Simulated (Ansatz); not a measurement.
Method: Ansatz, DFT PBE, scalar-relativistic, plane waves, PAW. All cells share a 420 eV cutoff and Γ-centred k meshes spaced at most about 0.3 Å⁻¹ (about 0.25 or finer for metals, 2π included). No spin polarisation in the final relaxations.

Temperature and zero-point effects are left out.

Two forms of AlC were relaxed alike.

1.

```yaml
crystal:
  lattice:
    - [2.69616, 0.00000, 0.00000]
    - [0.00000, 2.69616, 0.00000]
    - [0.00000, 0.00000, 2.69616]
  atoms:
    - { symbol: Al, position: [0.50000, 0.50000, 0.50000] }
    - { symbol: C, position: [0.00000, 0.00000, 0.00000] }
```

2.

```yaml
crystal:
  lattice:
    - [0.00000, 2.13500, 2.13500]
    - [2.13500, 0.00000, 2.13500]
    - [2.13500, 2.13500, 0.00000]
  atoms:
    - { symbol: Al, position: [0.00000, 0.00000, 0.00000] }
    - { symbol: C, position: [0.50000, 0.50000, 0.50000] }
```

Task: Which would you expect to be lower, and how large is the difference?

Result: Cell 2 is lower, by 0.83 eV/atom. Cell 1 has the caesium chloride type, space group Pm-3m (No. 221), 9.8 Å³/atom and no gap on its mesh; cell 2 has the rock salt type, space group Fm-3m (No. 225), 9.7 Å³/atom and no gap. Counting C atoms around Al (those within 1.25 times the shortest such distance or 1.15 times the sum of covalent radii; the shortest distance is added where it is long for a bond), cell 1 has Al 8 from 2.3 Å and cell 2 has Al 6. Even the lower one lies +0.49 eV/atom against the reference forms of the elements (uncorrected), so neither is stable at this level. In cell 1, Al is surrounded by 8 C at 2.33 Å and 6 Al at 2.70 Å; C is surrounded by 8 Al at 2.33 Å and 6 C at 2.70 Å. In cell 2, around Al lie 6 C at 2.14 Å; around C lie 6 Al at 2.14 Å. Both come from invented guesses.

In Pm-3m, Fm-3m an odd number of electrons in the primitive cell allows no gap without spin; a larger cell or a magnetic state could open one. Cells relaxed within their symmetry can be saddle points.
